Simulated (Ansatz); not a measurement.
NaTaO3:
Space group Pnma (No. 62); a = 5.525 Å, b = 7.782 Å, c = 5.466 Å, α = β = γ = 90.00°

```json
[
 {"atom": "Na", "site": "4c", "symmetry": ".m.", "x": "0.0224", "y": "0.2500", "z": "0.0037"},
 {"atom": "Ta", "site": "4b", "symmetry": "-1", "x": "0.0000", "y": "0.0000", "z": "0.5000"},
 {"atom": "O", "site": "8d", "symmetry": "1", "x": "0.2859", "y": "0.0337", "z": "0.2868"},
 {"atom": "O", "site": "4c", "symmetry": ".m.", "x": "0.0125", "y": "0.7500", "z": "0.4340"}
]
```

Relaxed with PBEsol. Plane-wave PAW PBEsol (Ansatz code) gives a gap of 2.69 eV.

**Question.** What gap does HSE06 give on the same cell (Ansatz, PAW)?

**Answer.** 4.17 eV, 1.48 eV more. The hybrid was solved on a coarser mesh and at special points; its gap is the smallest among all of these.

```csv
k,v1 PBEsol,c1 PBEsol,v1 HSE06,c1 HSE06
Γ,0.00,2.69,0.00,4.17
X,-0.39,4.07,-0.41,5.59
Z,-0.30,4.12,[?],[?]
U,-0.04,2.78,-0.04,4.27
Y,-0.06,2.80,[?],[?]
S,-0.41,4.71,[?],[?]
T,-0.32,4.74,-0.34,6.36
R,-0.39,4.11,[?],[?]
```

**Question.** Top valence (v1) and lowest conduction level (c1) in eV from each method's valence maximum (which need not be a listed point): supply the withheld HSE06 values.

**Answer.** 
- S, v1 HSE06: -0.44
- S, c1 HSE06: 6.33
- R, v1 HSE06: -0.42
- R, c1 HSE06: 5.64
- Z, v1 HSE06: -0.32
- Z, c1 HSE06: 5.66
- Y, v1 HSE06: -0.07
- Y, c1 HSE06: 4.29

Cost on shared cores: the PBEsol run (SCF on a 5×4×5 mesh, then bands and DOS) around 7 core-minutes (rough), the HSE06 run (SCF on 3×2×3, then a few points) about 13 core-minutes (a rough figure); the tasks are unlike.

The first step of the workflow began from a Materials Project structure, measured or hypothetical; the Crystallography Open Database files this formula in space group No. 62, but the cells were not matched. Its standing as an ambient phase is unchecked. The cell was relaxed with PBEsol under the symmetry of its start; phonons on a q-mesh show no instability. The run is not spin-polarised. Scalar-relativistic: spin–orbit coupling is off unless named, which matters more the heavier the elements.

Potentials: the later of the program's two PAW sets.
